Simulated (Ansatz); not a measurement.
One crystal and one scan (scan of one atom of the cell) at two levels, PBE (plane waves to 420 eV, PAW, scalar-relativistic; Ansatz, a program for electronic structure) and r2SCAN (plane waves to 500 eV, PAW, scalar-relativistic; Ansatz), each from its own relaxed cell and on its own mesh. The cell shown is that of PBE.

Relaxed BaTiO₃ (tetragonal-perovskite type, space group P4mm):

```
BaTiO3
1.0
    3.98510     0.00000     0.00000
    0.00000     3.98510     0.00000
    0.00000     0.00000     4.20426
Ti Ba O
1 1 3
Cartesian
  1.99255   1.99255   1.92502
  0.00000   0.00000   3.95477
  1.99255   1.99255   3.73649
  1.99255   0.00000   1.72108
  0.00000   1.99255   1.72108
```

Scan: atom 3 (O, nearest neighbour Ti at 1.811 Å; its periodic images, 4.0 Å or more away, move with it) is displaced towards the nearest neighbour, direction (0.000, 0.000, -1.000) in Cartesian axes, by s. The other atoms stay.

Energies are smeared free energies. BaTiO3 is run without spin polarisation. BaTiO3 was relaxed with its symmetry unable to fall. The PAW data are Ansatz's earlier set. (PBE) Left out: 2 of 11 points, with atoms too close for the PAW data. (r2SCAN) Left out: 2 of 11 points, with atoms too close for the PAW data. Both scans cover s from -0.180 to 0.108 Å.

ΔE (meV/cell), each from the undisplaced structure of its own level:

```csv
s (Å),PBE,r2SCAN
-0.180,178.3,161.8
-0.144,123.1,withheld
-0.108,74.7,67.8
-0.072,35.8,32.6
-0.036,9.7,8.8
0.000,0.0,0.0
0.036,11.2,10.3
0.072,48.5,44.6
0.108,117.9,108.6
```

**Question.** Estimate the r2SCAN value at -0.144 from the PBE value there and the ratio of the two levels in the two nearest given rows on that side of the minimum.

**Answer.** At -0.108 and -0.180 the ratio r2SCAN/PBE averages 0.908, which gives 0.908 × 123.1 = 111.8 meV/cell. The calculation gives 111.7 meV/cell, -9.3 % against PBE.

(A displaced cell: forces are minus the slopes of the energy, force constants its curvatures, and phonons follow from these.)
